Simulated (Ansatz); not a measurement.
Starting cell, ZrB2 (AlB2 type, space group P6/mmm):

```yaml
crystal:
  lattice:
    - [6.34286, 0.00000, 0.00000]
    - [-1.58571, 2.74654, 0.00000]
    - [0.00000, 0.00000, 3.54132]
  atoms:
    - { symbol: Zr, position: [0.00000, 0.00000, 0.00000] }
    - { symbol: Zr, position: [0.50000, 0.00000, 0.00000] }
    - { symbol: B, position: [0.16667, 0.66667, 0.50000] }
    - { symbol: B, position: [0.66667, 0.66667, 0.50000] }
    - { symbol: B, position: [0.33333, 0.33333, 0.50000] }
    - { symbol: B, position: [0.83333, 0.33333, 0.50000] }
```

A phonon eigenvector at M = (0.5, 0.0, 0.0) is frozen into this cell: atom i moves by Q times the vector below, so Q is the largest atomic displacement, in Å. The cell is held. (q is in reciprocal vectors of the primitive cell; the cell shown is doubled to hold the pattern.)

```json
[
 {"atom": "Zr1", "x": "0.026", "y": "0.015", "z": "0.000"},
 {"atom": "Zr2", "x": "-0.026", "y": "-0.015", "z": "0.000"},
 {"atom": "B3", "x": "0.866", "y": "0.500", "z": "0.000"},
 {"atom": "B4", "x": "-0.866", "y": "-0.500", "z": "0.000"},
 {"atom": "B5", "x": "-0.866", "y": "-0.500", "z": "0.000"},
 {"atom": "B6", "x": "0.866", "y": "0.500", "z": "0.000"}
]
```

All values below come from PBE (plane waves to 420 eV, PAW, scalar-relativistic; Ansatz, a program for electronic structure). k mesh 17×17×13 (Γ-centred), Fermi-Dirac smearing 0.05 eV. With partly filled bands, energies and forces of such displacements shift with the k mesh and the smearing. ZrB2 is run without spin polarisation. ZrB2 was relaxed with its symmetry unable to fall. 

```json
[
 {"Q (Å)": "-0.180", "−dE/dQ from forces (eV/Å)": "13.739"},
 {"Q (Å)": "-0.150", "−dE/dQ from forces (eV/Å)": "11.761"},
 {"Q (Å)": "-0.120", "−dE/dQ from forces (eV/Å)": "9.611"},
 {"Q (Å)": "-0.090", "−dE/dQ from forces (eV/Å)": "7.326"},
 {"Q (Å)": "-0.060", "−dE/dQ from forces (eV/Å)": "4.940"},
 {"Q (Å)": "-0.030", "−dE/dQ from forces (eV/Å)": "2.487"},
 {"Q (Å)": "0.000", "−dE/dQ from forces (eV/Å)": "0.000"},
 {"Q (Å)": "0.030", "−dE/dQ from forces (eV/Å)": "-2.487"},
 {"Q (Å)": "0.060", "−dE/dQ from forces (eV/Å)": "-4.940"},
 {"Q (Å)": "0.090", "−dE/dQ from forces (eV/Å)": "-7.326"},
 {"Q (Å)": "0.120", "−dE/dQ from forces (eV/Å)": "-9.611"},
 {"Q (Å)": "0.150", "−dE/dQ from forces (eV/Å)": "-11.761"},
 {"Q (Å)": "0.180", "−dE/dQ from forces (eV/Å)": "-13.739"}
]
```

### Question
What harmonic wavenumber does the curvature at Q = 0 give?

### Answer
721 cm⁻¹. E″ = 83.08 eV/Å², M = Σ mᵢ|uᵢ|² = 43.4 u, ν̃ = 521.5·√(|E″|/M).

(For displaced atoms, the force is minus the slope of the energy, and its curvature is a force constant, which sets phonon frequencies.)
